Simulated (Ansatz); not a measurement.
## K₂S₂NO₇: Quadrupolar parameters

The cell is a COD entry, ions relaxed with PBE at fixed cell.

```yaml
crystal:
  lattice:
    - [7.14000, 0.00000, 0.00000]
    - [1.85314, 6.91603, 0.00000]
    - [2.91095, 0.29343, 6.85148]
  atoms:
    - { symbol: K, position: [0.16217, 0.31164, 0.34841] }
    - { symbol: K, position: [0.83783, 0.68836, 0.65159] }
    - { symbol: K, position: [0.27015, 0.80970, 0.92767] }
    - { symbol: K, position: [0.72985, 0.19030, 0.07233] }
    - { symbol: S, position: [0.26050, 0.36625, 0.83323] }
    - { symbol: S, position: [0.73950, 0.63375, 0.16677] }
    - { symbol: S, position: [0.72101, 0.17398, 0.61967] }
    - { symbol: S, position: [0.27899, 0.82602, 0.38033] }
    - { symbol: N, position: [0.48584, 0.34039, 0.60526] }
    - { symbol: N, position: [0.51416, 0.65961, 0.39474] }
    - { symbol: O, position: [0.17919, 0.19227, 0.86527] }
    - { symbol: O, position: [0.82081, 0.80773, 0.13473] }
    - { symbol: O, position: [0.12645, 0.54115, 0.78718] }
    - { symbol: O, position: [0.87355, 0.45885, 0.21282] }
    - { symbol: O, position: [0.82794, 0.29578, 0.67022] }
    - { symbol: O, position: [0.17206, 0.70422, 0.32978] }
    - { symbol: O, position: [0.45639, 0.36002, 0.44753] }
    - { symbol: O, position: [0.54361, 0.63998, 0.55247] }
    - { symbol: O, position: [0.82440, 0.09520, 0.42619] }
    - { symbol: O, position: [0.17560, 0.90480, 0.57381] }
    - { symbol: O, position: [0.63801, 0.03642, 0.77839] }
    - { symbol: O, position: [0.36199, 0.96358, 0.22161] }
    - { symbol: O, position: [0.35408, 0.39169, 0.96873] }
    - { symbol: O, position: [0.64592, 0.60831, 0.03127] }
```

Atom numbers follow the list; atoms alike are taken as one site, whose name carries the number of the first.

Level of theory: DFT, r2SCAN, plane waves and PAW, scalar-relativistic, 500 eV cutoff, Γ-centred 5×5×5 k-points, Fermi–Dirac smearing 0.05 eV (Ansatz 0.2.0).

V_zz is the principal component of the electric field gradient with the largest magnitude, η = (V_xx − V_yy)/V_zz and C_Q = eQV_zz/h. Directions are in the Cartesian axes of the cell vectors above, for the atom listed; none is given where the gradient is under 0.02 or η is above 0.95.

```json
{"site": "K1", "first atom": "1", "first shell": "8 O at 2.57–3.15 Å; also 1 K at 3.48 Å", "V_zz (10²¹ V/m²)": "0.90", "η": "0.82", "direction of V_zz (x, y, z)": "0.03 0.86 0.50"}
{"site": "K3", "first atom": "3", "first shell": "10 O at 2.66–3.19 Å", "V_zz (10²¹ V/m²)": "2.23", "η": "0.20", "direction of V_zz (x, y, z)": "0.83 -0.28 -0.48"}
{"site": "S5", "first atom": "5", "first shell": "3 O at 1.46 Å, 1 N at 1.82 Å", "V_zz (10²¹ V/m²)": "4.73", "η": "0.09", "direction of V_zz (x, y, z)": "-0.49 0.16 0.86"}
{"site": "S7", "first atom": "7", "first shell": "3 O at 1.46–1.47 Å, 1 N at 1.82 Å", "V_zz (10²¹ V/m²)": "4.36", "η": "0.18", "direction of V_zz (x, y, z)": "0.76 -0.65 0.03"}
{"site": "N", "first atom": "9", "first shell": "1 O at 1.26 Å, 2 S at 1.82 Å", "V_zz (10²¹ V/m²)": "-6.20", "η": "0.53", "direction of V_zz (x, y, z)": "0.50 0.87 0.01"}
{"site": "O11", "first atom": "11", "first shell": "1 S at 1.46 Å; also 2 K at 2.66–2.97 Å", "V_zz (10²¹ V/m²)": "13.07", "η": "0.35", "direction of V_zz (x, y, z)": "0.59 0.79 -0.20"}
{"site": "O13", "first atom": "13", "first shell": "1 S at 1.46 Å; also 2 K at 2.57–2.88 Å", "V_zz (10²¹ V/m²)": "12.69", "η": "0.29", "direction of V_zz (x, y, z)": "-0.53 0.83 -0.18"}
{"site": "O15", "first atom": "15", "first shell": "1 S at 1.46 Å; also 3 K at 2.66–2.84 Å", "V_zz (10²¹ V/m²)": "13.24", "η": "0.17", "direction of V_zz (x, y, z)": "0.79 0.57 0.25"}
{"site": "O17", "first atom": "17", "first shell": "1 N at 1.26 Å; also 2 K at 2.60–2.92 Å", "V_zz (10²¹ V/m²)": "-19.46", "η": "0.81", "direction of V_zz (x, y, z)": "0.77 -0.42 -0.48"}
{"site": "O19", "first atom": "19", "first shell": "1 S at 1.46 Å; also 3 K at 2.92–3.15 Å", "V_zz (10²¹ V/m²)": "12.65", "η": "0.26", "direction of V_zz (x, y, z)": "-0.05 0.45 0.89"}
{"site": "O21", "first atom": "21", "first shell": "1 S at 1.47 Å; also 3 K at 2.63–3.19 Å", "V_zz (10²¹ V/m²)": "12.97", "η": "0.27", "direction of V_zz (x, y, z)": "-0.23 -0.64 0.73"}
{"site": "O23", "first atom": "23", "first shell": "1 S at 1.46 Å; also 3 K at 2.67–3.03 Å", "V_zz (10²¹ V/m²)": "13.20", "η": "0.24", "direction of V_zz (x, y, z)": "0.75 0.17 0.64"}
```

At O11, O13, O15, O19, O21 and O23 V_zz points along its bond to S (within 4°) in each case. At N V_zz stands upright on the plane through its three neighbours (within 3°).

The largest force is 0.8 eV/Å, so the atoms aren't at the calculated equilibrium and relaxing them would move these values. The database positions were far from equilibrium, so the relaxed structure may not be the compound's real one.
